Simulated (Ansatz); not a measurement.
SiNi$_{3}$ (Cu3Au type, space group No. 221), plane-wave PAW PBEsol (Ansatz code), all energies at zero smearing, with the estimated change up to a 700 eV cutoff added, with one set of potentials and settings (totals compare only within such a set). Cell of 4 atoms (1 Si, 3 Ni): -18038.538 eV.

```json
[
 {"element": "Si", "reference phase": "Fd-3m, 2 atoms in the cell", "E (eV/atom)": "-621.4920"},
 {"element": "Ni", "reference phase": "Fm-3m, 1 atoms in the cell, spin-polarised", "E (eV/atom)": "-5804.9762"}
]
```

Formation energy per atom, worked out: (-18038.538 − 1×(-621.4920) − 3×(-5804.9762))/4 = -0.529 eV/atom (-51 kJ per mol of atoms), at 0 K, without zero-point energy or fitted corrections.

Space group Pm-3m (Cu3Au type). The cell was relaxed with PBEsol under the symmetry of its start; of distortions, only those at the zone centre were tested. The run is not spin-polarised. The references are the lowest solids computed at this level, not always the standard phases.

Potentials: the later of the program's two PAW sets.
